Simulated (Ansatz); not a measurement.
Al:
```yaml
crystal:
  lattice:
    - [0.00000, 1.99161, 1.99161]
    - [1.99161, 0.00000, 1.99161]
    - [1.99161, 1.99161, 0.00000]
  atoms:
    - { symbol: Al, position: [0.00000, 0.00000, 0.00000] }
```

Relaxed with LDA. Special points in fractions of this cell's reciprocal vectors: Γ (0.000, 0.000, 0.000); X (0.500, 0.000, 0.500); U (0.625, 0.250, 0.625); K (0.375, 0.375, 0.750); L (0.500, 0.500, 0.500); W (0.500, 0.250, 0.750).

**Question.** List the band energies nearest the Fermi level at these points for the program Ansatz at the LDA level (PAW).

**Answer.** In eV from the Fermi level; about four levels below and three above (degenerate sets whole), none deeper than 8.9 eV; … stands for higher levels left out; points with the same levels are listed once.

```json
[
 {"k": "Γ", "below": "–", "above": "…"},
 {"k": "X", "below": "-2.98 -1.62", "above": "5.28 …"},
 {"k": "U", "below": "-1.93 -1.40 -0.36", "above": "…"},
 {"k": "L", "below": "-4.70 -4.45", "above": "…"},
 {"k": "W", "below": "-0.87 -0.87", "above": "0.14 …"}
]
```

Space group Fm-3m (fcc (Cu type)). Symmetry was held in the LDA relaxation.

Potentials: the earlier of the program's two PAW sets.
